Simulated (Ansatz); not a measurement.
NiO (CsCl type, Pm-3m) under volume change, DFT-PBEsol in the program Ansatz with PAW potentials, scaled uniformly.

```tsv
V (Å³/atom)	E − E(relaxed) (meV/atom)	P (GPa)
7.576	56.0	26.14
7.826	23.5	15.93
8.076	5.5	7.30
8.326	0.0	0.00
8.575	___	___
8.825	___	___
9.075	40.1	-15.81
```

Problem. Complete the blanks.

Solution. 
- 8.575, E − E(relaxed) (meV/atom): 5.0
- 8.575, P (GPa): -6.17
- 8.825, E − E(relaxed) (meV/atom): 18.8
- 8.825, P (GPa): -11.40

Problem. What does a third-order Birch–Murnaghan fit give for V₀, B₀ and B′?

Solution. V₀ = 8.33 Å³/atom, B₀ = 223 GPa, B′ = 4.6.

The cell is a constructed one: a structure type filled with these elements; neither database checked (COD, Materials Project) lists it. It is not the phase usual at ambient conditions (space group No. 225). The cell was relaxed with PBEsol under the symmetry of its start, as lowered by the spin order. At this level the phase is mechanically unstable. Spin order of the final state: antiferromagnetic, chosen from 3 collinear starts compared on coarse meshes (ties went to the first, and starts can fall back to one state), not a proven ground state. No Hubbard U is applied.

Potentials: the earlier of the program's two PAW sets.
